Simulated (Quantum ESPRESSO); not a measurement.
# Au2Ta3Sn2Zr: different elements on one site, starting from this cell

Simulated, not a measurement. The program is pw.x of Quantum ESPRESSO 7.5 (plane-wave density functional theory). The cell is made up: eight metal atoms on a hexagonal close-packed lattice, with elements, volume, strain and displacements drawn at random and not relaxed, so it may be unstable or far from any real phase. PseudoDojo standard norm-conserving files set the functional (PBE unless stated); there is no spin polarisation or spin-orbit coupling, the Fermi-Dirac width of 0.25 eV means electrons at about 2900 K, and the masses in the input are unused placeholders. The tin pseudopotential is less sure than most, with forces differing by about three percent from a second method on plain tin. Heavy elements are run without spin-orbit coupling, which real alloys of them have. A spin test at this wide smearing found no moment, but such smearing suppresses magnetism that the real alloy may have.

The runs put different elements on site 8. Cell, positions, cutoff, mesh and smearing stay as in the input of run 1; sites are counted in its order. Stress in the tables is positive in tension.

Input of run 1:

```
&control calculation='scf', pseudo_dir='./dojo.nc.sr.pbe.v0_5.standard.upf', outdir='./o', disk_io='minimal', tprnfor=.true., tstress=.true. /
&system ibrav=0, nat=8, ntyp=4, nbnd=72, ecutwfc=84.00895049, nosym=.true., tot_charge=0,
 occupations='smearing', smearing='fd', degauss=0.0183746611
/
&electrons conv_thr=1.470e-08, electron_maxstep=70, mixing_beta=0.5 /
ATOMIC_SPECIES
Au 1.0 Au.upf
Sn 1.0 Sn.upf
Ta 1.0 Ta.upf
Zr 1.0 Zr.upf
CELL_PARAMETERS angstrom
-0.0241 0.0171 4.881
5.8223 0.0286 -0.0291
-2.8863 5.1862 0.0324
ATOMIC_POSITIONS angstrom
Au 0.0835 0.117 -0.0424
Au -1.4901 2.5082 -0.0316
Ta 2.8787 0.049 -0.0041
Ta 1.4396 2.6495 0.0636
Sn 0.0377 1.6189 2.457
Ta -1.4278 4.3575 2.4513
Sn 2.9333 1.67 2.4104
Zr 1.3891 4.4523 2.6335
K_POINTS automatic
5 5 5 1 1 1
```

| run | elements on sites 1 to 8 | -TS (eV) | pressure (GPa) | stress xx (GPa) | stress yy (GPa) | stress zz (GPa) | stress yz (GPa) | stress xz (GPa) | stress xy (GPa) | iterations |
| --- | --- | --- | --- | --- | --- | --- | --- | --- | --- | --- |
| 1 | Au Au Ta Ta Sn Ta Sn Zr | -1.284 | 12.15 | -15.99 | -8.20 | -12.26 | 0.83 | -0.38 | 1.24 | 16 |
| 2 | Au Au Ta Ta Sn Ta Sn Mo | -1.300 | 4.03 | -8.25 | 0.26 | -4.10 | 0.21 | -0.77 | 0.57 | 16 |
| 3 | Au Au Ta Ta Sn Ta Sn Hf | -1.266 | 11.49 | -15.22 | -7.73 | -11.52 | 0.88 | -0.16 | 1.13 | 15 |
| 4 | Au Au Ta Ta Sn Ta Sn Ru | -1.382 | 1.46 | -6.30 | 2.61 | -0.69 | 0.18 | -0.63 | 0.07 | 14 |
| 5 | Au Au Ta Ta Sn Ta Sn Pt | -1.303 | 3.97 | -9.64 | -0.36 | -1.91 | 0.26 | -0.15 | -0.01 | 14 |

Forces Fx Fy Fz (eV/Å):

| site | run 1 | run 2 | run 3 | run 4 | run 5 |
| --- | --- | --- | --- | --- | --- |
| 1 | -0.37 -1.06 0.84 | -0.54 -1.26 0.64 | -0.45 -1.10 0.76 | -0.64 -1.45 0.41 | -0.49 -1.48 0.34 |
| 2 | 0.12 1.29 0.12 | 0.16 1.30 0.23 | 0.13 1.30 0.13 | 0.18 1.33 0.19 | 0.23 1.34 0.14 |
| 3 | -0.07 -0.99 0.43 | 0.82 -1.03 0.05 | -0.03 -1.10 0.46 | 0.88 -0.96 0.01 | 0.37 -0.68 0.21 |
| 4 | -0.15 0.91 0.28 | -0.05 1.71 -0.07 | -0.19 0.99 0.28 | 0.01 1.51 -0.13 | 0.09 0.91 -0.04 |
| 5 | -0.03 1.63 -0.23 | -0.49 1.15 -0.15 | -0.05 1.62 -0.23 | -0.71 0.87 -0.11 | -0.60 0.99 -0.16 |
| 6 | 0.28 -0.99 -0.24 | 0.55 -1.08 -0.04 | 0.32 -1.01 -0.22 | 0.32 -1.24 -0.02 | 0.03 -1.30 -0.13 |
| 7 | -0.60 1.97 0.15 | -0.20 1.47 0.26 | -0.56 1.96 0.16 | 0.00 1.07 0.30 | -0.14 1.08 0.25 |
| 8 | 0.81 -2.77 -1.36 | -0.25 -2.25 -0.90 | 0.83 -2.66 -1.34 | -0.04 -1.12 -0.65 | 0.52 -0.86 -0.62 |

Energies are left out, as each element's file has its own zero. A rerun of one cell of this series at a higher cutoff and on a denser mesh moved values by no more than 0.005 eV in energy, 0.05 GPa in stress and 0.007 eV/Å in force, and a second program with other atomic files agreed on that cell to 2 % rms in force and 0.5 GPa in pressure.